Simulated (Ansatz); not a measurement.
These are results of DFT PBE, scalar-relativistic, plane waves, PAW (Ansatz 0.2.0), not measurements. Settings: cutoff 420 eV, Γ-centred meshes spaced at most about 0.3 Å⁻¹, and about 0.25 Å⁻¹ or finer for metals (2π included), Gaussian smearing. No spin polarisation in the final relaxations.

These are static total energies at zero pressure.

Two relaxed structures of BaBr:

A.

```yaml
crystal:
  lattice:
    - [4.05568, 0.00000, 0.00000]
    - [0.00000, 4.05568, 0.00000]
    - [0.00000, 0.00000, 4.05568]
  atoms:
    - { symbol: Ba, position: [0.00000, 0.00000, 0.00000] }
    - { symbol: Br, position: [0.50000, 0.50000, 0.50000] }
```

B.

```yaml
crystal:
  lattice:
    - [4.29559, 0.00000, 0.00000]
    - [-2.14780, 3.72009, 0.00000]
    - [0.00000, 0.00000, 4.78048]
  atoms:
    - { symbol: Ba, position: [0.66667, 0.33333, 0.50000] }
    - { symbol: Br, position: [0.00000, 0.00000, 0.00000] }
```

Question: Which would you expect to be lower, and how large is the difference?

Answer: B is lower, by 118 meV/atom. A has the caesium chloride type, space group Pm-3m (No. 221), 33.4 Å³/atom and no gap on its mesh; B has the tungsten carbide type, space group P-6m2 (No. 187), 38.2 Å³/atom and no gap. Counting Br atoms around Ba (those within 1.25 times the shortest such distance or 1.15 times the sum of covalent radii, 1.27 where that leaves under three), A has Ba 8 and B has Ba 6. The lower one is the more open, so pressure narrows the difference. Both come from invented guesses. A third cell relaxed alike, in P6_3/mmc, lies 16 meV/atom below the lower of the two.

In Pm-3m, P-6m2 an odd number of electrons in the primitive cell allows no gap without spin; a larger cell or a magnetic state could open one. A magnetic state wasn't ruled out in cells without spin, among them Pm-3m, P-6m2. Cells relaxed within their symmetry can be saddle points.
